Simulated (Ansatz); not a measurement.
GaAs:
```
GaAs
1.0
    0.00000     2.69657     2.69657
    2.69657     0.00000     2.69657
    2.69657     2.69657     0.00000
As Ga
1 1
Direct
  0.00000   0.00000   0.00000
  0.50000   0.50000   0.50000
```

Relaxed with PBE. Special points in fractions of this cell's reciprocal vectors: Γ (0.000, 0.000, 0.000); X (0.500, 0.000, 0.500); U (0.625, 0.250, 0.625); K (0.375, 0.375, 0.750); L (0.500, 0.500, 0.500); W (0.500, 0.250, 0.750).

Task: List the band energies nearest the Fermi level at these points for plane-wave PAW PBE (Ansatz code).

Result: In eV from the Fermi level; about four levels below and three above (degenerate sets whole), none deeper than 8.9 eV; points with the same levels are listed once.

```tsv
k	below	above
Γ	-0.13	0.05 0.05 0.05
X	-5.43 -3.60 -2.50 -2.50	3.65 10.00 10.00
U	-5.93 -4.84 -1.82 -0.44	6.03 6.98 8.34
L	-7.54	0.25 0.25 2.68
W	-5.64 -4.30 -4.30	2.35 4.09 7.65 7.65
```

Space group Fm-3m (rock salt). The start of the workflow was typed in or built on a structure type; neither database checked (COD, Materials Project) lists it. It is not the phase usual at ambient conditions (space group No. 216). The PBE relaxation kept the symmetry of its start; whether a distortion lowers the energy is not shown. The volume moved by 18 % from the start of the relaxation. Spin–orbit coupling is left out wherever it is not named.

Potentials: the later of the program's two PAW sets.
